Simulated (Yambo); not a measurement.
Yambo run on Sr₂NO₆H₃ (space group P-62m, No. 189). The wavefunctions are LDA (pw.x of Quantum ESPRESSO, ONCV potentials, no spin-orbit coupling) ones on a 3×3×4 mesh (32 occupied bands); a = 6.7043 Å, b = 6.7043 Å, c = 3.5915 Å, α = 90.00°, β = 90.00°, γ = 120.00°.

Yambo input:

```
rim_cut
HF_and_locXC
RandQpts= 1000000
RandGvec= 1 Ry
EXXRLvcs= 84 Ry
VXCRLvcs= 336 Ry
% QPkrange
 1 | 1 | 32 | 33 |
 3 | 3 | 32 | 33 |
 7 | 7 | 32 | 33 |
 9 | 9 | 32 | 33 |
%
```

k points by index: 1 = Γ, 3 = A, 7 = K, 9 = H.

The o-*.hf file then holds:

```
#    K-point    Band    Eo [eV]    Ehf [eV]    Vxc [eV]    Vnlxc [eV]
#
    1    32    -0.018385    -5.840211    -18.71825    -24.54008
    1    33    3.430031    8.437461    -19.47336    -14.46593
    3    32    -0.512900    -6.475868    -18.08537    -24.04834
    3    33    2.804148    7.677446    -17.61200    -12.73871
    7    32    0.000000    -5.967012    -19.02425    -24.99126
    7    33    3.341006    8.343554    -19.20712    -14.20457
    9    32    -0.494656    -7.014651    -19.93652    -26.45651
    9    33    3.038577    7.890559    -18.51426    -13.66228
```
Exchange alone, without screening.

Geometry of the Materials Project entry, not relaxed at this level.
